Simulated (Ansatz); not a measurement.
Level of theory: DFT PBE, scalar-relativistic, plane waves, PAW in Ansatz 0.2.0. All cells share a 420 eV cutoff and Γ-centred k meshes spaced at most about 0.3 Å⁻¹ (about 0.25 or finer for metals, 2π included). No spin polarisation in the final relaxations.

Temperature and zero-point effects are left out.

Compare these two cells of ZnSn₂N₂, each relaxed at this level.

A.

Space group R-3m:H (No. 166). a = 4.423 Å, b = 4.423 Å, c = 17.092 Å, α = 90.00°, β = 90.00°, γ = 120.00°
| atom | site | symmetry | x | y | z |
| --- | --- | --- | --- | --- | --- |
| Zn | 3a | -3m | 0.0000 | 0.0000 | 0.0000 |
| Sn | 6c | 3m | 0.0000 | 0.0000 | 0.7657 |
| N | 6c | 3m | 0.0000 | 0.0000 | 0.8907 |

B.

Space group I4/mmm (No. 139). a = 4.502 Å, b = 4.502 Å, c = 8.586 Å, α = 90.00°, β = 90.00°, γ = 90.00°
```csv
atom,site,symmetry,x,y,z
Zn,2b,4/mmm,0.5000,0.5000,0.0000
Sn,4d,-4m2,0.0000,0.5000,0.2500
N,4c,mmm.,0.0000,0.5000,0.0000
```

**Question.** Which is lower in energy, and by how much?

**Answer.** A is lower, by 0.39 eV/atom. A has space group R-3m (No. 166), 19.3 Å³/atom and a gap of 0.49 eV on its mesh; B has space group I4/mmm (No. 139), 17.4 Å³/atom and no gap. Counting N atoms around Sn and Zn (those within 1.25 times the shortest such distance or 1.15 times the sum of covalent radii, 1.27 where that leaves under three; a plus sign parts nearer from farther groups), A has Zn 2, Sn 1+3 and B has Zn 4, Sn 2. The lower one is the more open, so pressure narrows the difference. Even the lower one lies +0.55 eV/atom against the reference forms of the elements (uncorrected), so neither is stable at this level. In A, Zn has 2 N at 1.87 Å; Sn is surrounded by 1 N at 2.14 Å and 3 N at 2.56 Å; N has 1 Zn at 1.87 Å and 1 Sn at 2.14 Å. In B, Zn has 4 N at 2.25 Å; around Sn lie 2 N at 2.15 Å; N is surrounded by 2 Sn at 2.15 Å and 2 Zn at 2.25 Å. Both come from invented guesses. A third cell relaxed alike, in P-3m1, lies 64 meV/atom below the lower of the two.

Kohn–Sham gaps at this level usually fall short of measured ones. Cells relaxed within their symmetry can be saddle points.
